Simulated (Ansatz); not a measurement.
ReC:
```xyz
2
Lattice="2.6694 0.0000 0.0000 0.0000 2.6694 0.0000 0.0000 0.0000 2.6694" Properties=species:S:1:pos:R:3 pbc="T T T"
Re     0.0000     0.0000     0.0000
C      1.3347     1.3347     1.3347
```

Relaxed with PBEsol. Special points in fractions of this cell's reciprocal vectors: Γ (0.000, 0.000, 0.000); X (0.000, 0.500, 0.000); M (0.500, 0.500, 0.000); R (0.500, 0.500, 0.500).

List the band energies nearest the Fermi level at these points for PBEsol (plane waves, PAW; program Ansatz).

In eV from the Fermi level; about four levels below and three above (degenerate sets whole), none deeper than 8.9 eV; points with the same levels are listed once.

```json
[
 {"k": "Γ", "below": "-6.13 -6.13 -0.22 -0.22 -0.22", "above": "1.71 1.71 1.71"},
 {"k": "X", "below": "-5.04 -4.19 -4.19", "above": "2.19 3.62 6.51 6.51"},
 {"k": "M", "below": "-5.06 -5.06 -5.06 -1.10 -1.10", "above": "1.06 2.86 4.39"},
 {"k": "R", "below": "-8.27", "above": "4.64 4.64 7.38 7.38 7.38"}
]
```

Space group Pm-3m (CsCl type). The cell is a constructed one: a structure type filled with these elements; neither database checked (COD, Materials Project) lists it. Whether it is the stable phase at ambient conditions was not checked. Symmetry was held in the PBEsol relaxation. At this level the phase is dynamically unstable (imaginary phonons). The run is not spin-polarised. Spin–orbit coupling is left out wherever it is not named.

Potentials: the later of the program's two PAW sets.
